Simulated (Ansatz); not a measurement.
Consider the following.

Bi2Pt:
```cif
data_Bi6Pt3
_chemical_formula_sum 'Bi6 Pt3'
_space_group_name_H-M_alt 'P31m'
_space_group_IT_number 157
_space_group_name_Hall 'P 3 -2'
_cell_length_a 6.57850
_cell_length_b 6.57850
_cell_length_c 6.13187
_cell_angle_alpha 90.000
_cell_angle_beta 90.000
_cell_angle_gamma 120.000
loop_
_atom_site_label
_atom_site_type_symbol
_atom_site_symmetry_multiplicity
_atom_site_Wyckoff_symbol
_atom_site_fract_x
_atom_site_fract_y
_atom_site_fract_z
_atom_site_occupancy
Bi1 Bi 1 a 0.00000 0.00000 0.34977 1
Bi2 Bi 2 b 0.33333 0.66667 0.21641 1
Bi3 Bi 3 c 0.39278 0.39278 0.72576 1
Pt1 Pt 3 c 0.74093 0.74093 0.99947 1
```

This is the PBEsol-relaxed structure.

Q: All from PBEsol (plane waves, PAW; program Ansatz), unless another level is named. Give the density of states at the Fermi level.

A: 0.26 states/eV per atom (mean over ±0.08 eV).

Q: What about the formation energy from the elements (no fitted shifts)?

A: -0.24 eV/atom.

Q: Predict the gap with spin–orbit coupling.

A: none (metallic).

The first step of the workflow began from a Materials Project structure, measured or hypothetical; the Crystallography Open Database copy checked does not list it. COD files the formula under space group No. 205, so this cell is another polymorph or a model. Its standing as an ambient phase is unchecked. The PBEsol relaxation kept the symmetry of its start; of distortions, only those at the zone centre were tested. No spin polarisation was allowed. The references are the lowest solids computed at this level, not always the standard phases. Scalar-relativistic: spin–orbit coupling is off unless named, which matters more the heavier the elements.

Potentials: the later of the program's two PAW sets.
